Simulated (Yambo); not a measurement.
A G0W0@PBEsol run in Yambo for HgZnS$_{2}$ (space group R3m, No. 160) (4×4×4 Γ-centred k mesh, bands 17 to 222 and a 6 Ry block in the screening, 222 bands in G with the Bruneval-Gonze terminator, plasmon pole fitted at 27.2 eV) gives these matrix elements, in eV, at the band edges (Γ → Γ):

```tsv
state	E0	<Vxc>	<Σx>	<Σc(E0)>	Z
valence edge	0.000	-15.968	-18.804	2.261	0.785
conduction edge	0.354	-11.959	-8.294	-3.242	0.807
```

**Question.** Solve the linearised quasiparticle equation for both states, give the gap, and say how exchange and correlation each act on it.

**Answer.** E = E0 + Z(Σx + Σc − Vxc). Valence: 0.000 + 0.785 × (-18.804 + (2.261) − (-15.968)) = -0.45 eV. Conduction: 0.354 + 0.807 × (-8.294 + (-3.242) − (-11.959)) = 0.70 eV. The gap is 1.15 eV, against 0.35 eV in PBEsol. Replacing Vxc by bare exchange alone would open it by 6.50 eV; correlation takes back 5.50 eV of that, and Z scales what is left. Convergence of the G0W0 settings was not tested. 

Spin-orbit coupling is included.

Geometry relaxed with PBEsol; primitive cell a = b = c = 6.926 Å, α = β = γ = 33.14°.

The structure is a Materials Project entry; no match was found in the copy of COD used, and its stability was not checked.
